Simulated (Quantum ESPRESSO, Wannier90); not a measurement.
Wannierisation of TiBe (CsCl type)

Cell from Materials Project (mp-11279), symmetrised, no further relaxation. Not found in the COD (Crystallography Open Database) copy used; not checked further. Computed values, not measurements, from PBEsol: Quantum ESPRESSO (norm-conserving PseudoDojo potentials, cutoff 71 Ry, no spin polarisation, no spin-orbit coupling) on a Γ-centred 10×10×10 mesh, then Wannier90. Density: 14×14×14 mesh, cold smearing 0.01 Ry.

On the energy scale of pw.x, whose zero is arbitrary, the Fermi level lies at 11.50 eV.

Input w.win:

```
num_bands = 1
num_wann = 1
exclude_bands = 1,3-27
num_iter = 1000
conv_tol = 1.0e-6
conv_window = 4
write_hr = true
write_u_matrices = true
auto_projections = true
begin unit_cell_cart
ang
    2.9292600000    0.0000000000    0.0000000000
    0.0000000000    2.9292600000    0.0000000000
    0.0000000000    0.0000000000    2.9292600000
end unit_cell_cart
begin atoms_frac
Ti   0.5000000000  0.5000000000  0.5000000000
Be   0.0000000000  0.0000000000  0.0000000000
end atoms_frac
mp_grid = 10 10 10
begin kpoints
0.0000000000 0.0000000000 0.0000000000
0.0000000000 0.0000000000 0.1000000000
0.0000000000 0.0000000000 0.2000000000
... (997 more lines: the 10x10x10 mesh through Gamma)
end kpoints
```

Input of pw2wannier90.x that gives the overlap and projection files (equivalent; here they were cut from one run over all bands):

```
&inputpp
  outdir = './out'
  prefix = 'pwscf'
  seedname = 'w'
  write_amn = .true.
  write_mmn = .true.
  atom_proj = .true.
  atom_proj_exclude = 2 3 4 5 6 7 8 9 10 11 12
/
```

Output w.wout (banner and timings cut):

```
                                    ------
                                    SYSTEM
                                    ------

                              Lattice Vectors (Ang)
                    a_1     2.929260   0.000000   0.000000
                    a_2     0.000000   2.929260   0.000000
                    a_3     0.000000   0.000000   2.929260

                   Unit Cell Volume:      25.13470  (Ang^3)

                        Reciprocal-Space Vectors (Ang^-1)
                    b_1     2.144974   0.000000   0.000000
                    b_2     0.000000   2.144974   0.000000
                    b_3     0.000000   0.000000   2.144974

 *----------------------------------------------------------------------------*
 |   Site       Fractional Coordinate          Cartesian Coordinate (Ang)     |
 +----------------------------------------------------------------------------+
 | ti   1   0.50000   0.50000   0.50000   |    1.46463   1.46463   1.46463    |
 | be   1   0.00000   0.00000   0.00000   |    0.00000   0.00000   0.00000    |
 *----------------------------------------------------------------------------*
                                ------------
                                K-POINT GRID
                                ------------

             Grid size = 10 x 10 x 10      Total points = 1000

 *---------------------------------- MAIN ------------------------------------*
 |  Number of Wannier Functions               :                 1             |
 |  Number of Objective Wannier Functions     :                 1             |
 |  Number of input Bloch states              :                 1             |
 |  Output verbosity (1=low, 5=high)          :                 1             |
 |  Timing Level (1=low, 5=high)              :                 1             |
 |  Optimisation (0=memory, 3=speed)          :                 3             |
 |  Length Unit                               :               Ang             |
 |  Post-processing setup (write *.nnkp)      :                 F             |
 |  Using Gamma-only branch of algorithms     :                 F             |
 *----------------------------------------------------------------------------*
 *------------------------------- WANNIERISE ---------------------------------*
 |  Total number of iterations                :              1000             |
 |  Number of CG steps before reset           :                 5             |
 |  Trial step length for line search         :             2.000             |
 |  Convergence tolerence                     :         0.100E-05             |
 |  Convergence window                        :                 4             |
 |  Iterations between writing output         :                 1             |
 |  Iterations between backing up to disk     :               100             |
 |  Write r^2_nm to file                      :                 F             |
 |  Write xyz WF centres to file              :                 F             |
 |  Write on-site energies <0n|H|0n> to file  :                 F             |
 |  Use guiding centre to control phases      :                 F             |
 |  Use phases for initial projections        :                 F             |
 *----------------------------------------------------------------------------*
 *-------------------------------- PLOTTING ----------------------------------*
 |  Plotting Hamiltonian in WF basis          :                 T             |
 *----------------------------------------------------------------------------*

       ... (k-mesh section left out)

 Starting a new Wannier90 calculation ...

 Reading overlaps from w.mmn

 Reading projections from w.amn

 *------------------------------- WANNIERISE ---------------------------------*
 +--------------------------------------------------------------------+<-- CONV
 | Iter  Delta Spread     RMS Gradient      Spread (Ang^2)            |<-- CONV
 +--------------------------------------------------------------------+<-- CONV

 ------------------------------------------------------------------------------
 Initial State
  WF centre and spread    1  (  1.464630,  1.464630,  1.464630 )     0.32778817
  Sum of centres and spreads (  1.464630,  1.464630,  1.464630 )     0.32778817

      0     0.328E+00     0.0000000000        0.3277881720  <-- CONV
        O_D=      0.0000000 O_OD=      0.0000000 O_TOT=      0.3277882 <-- SPRD
 ------------------------------------------------------------------------------
      1     0.000E+00     0.0000000001        0.3277881720  <-- CONV
        O_D=      0.0000000 O_OD=      0.0000000 O_TOT=      0.3277882 <-- SPRD
      2     0.000E+00     0.0000000001        0.3277881720  <-- CONV
        O_D=      0.0000000 O_OD=      0.0000000 O_TOT=      0.3277882 <-- SPRD
      3     0.000E+00     0.0000000001        0.3277881720  <-- CONV
        O_D=      0.0000000 O_OD=      0.0000000 O_TOT=      0.3277882 <-- SPRD
      4     0.000E+00     0.0000000001        0.3277881720  <-- CONV
        O_D=      0.0000000 O_OD=      0.0000000 O_TOT=      0.3277882 <-- SPRD
             <<<     Delta < 1.000E-06  over  4 iterations     >>>
             <<< Wannierisation convergence criteria satisfied >>>
 Final State
  WF centre and spread    1  (  1.464630,  1.464630,  1.464630 )     0.32778817
  Sum of centres and spreads (  1.464630,  1.464630,  1.464630 )     0.32778817

         Spreads (Ang^2)       Omega I      =     0.327788172
        ================       Omega D      =     0.000000000
                               Omega OD     =     0.000000000
    Final Spread (Ang^2)       Omega Total  =     0.327788172
```
